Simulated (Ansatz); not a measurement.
C in space group Cmmm (No. 65; C on 8p, C on 8q) at seven volumes, DFT-r²SCAN in the program Ansatz with PAW potentials, shape and atoms relaxed at each. One row is withheld.

```tsv
V (Å³/atom)	P (GPa)
5.280	?
5.454	29.80
5.628	13.84
5.802	-0.01
5.976	-12.04
6.150	-22.48
6.324	-31.53
```

**Question.** Fit the shown pressures and predict the withheld one.

**Answer.** P = (3/2)B₀(x^(7/2) − x^(5/2))[1 + (3/4)(B′ − 4)(x − 1)] with x = (V₀/V)^(2/3). Least squares on the six rows gives V₀ = 5.802 Å³/atom, B₀ = 430 GPa, B′ = 3.73. At V = 5.280, x = 1.0649 and P = 48.32 GPa. The run itself gave 48.21 GPa.

The start of the workflow was typed in or built on a structure type; the Crystallography Open Database copy checked does not list it. It is not the phase usual at ambient conditions (space group No. 194, 227). The r²SCAN relaxation kept the symmetry of its start; whether a distortion lowers the energy is not shown.

Potentials: the earlier of the program's two PAW sets.
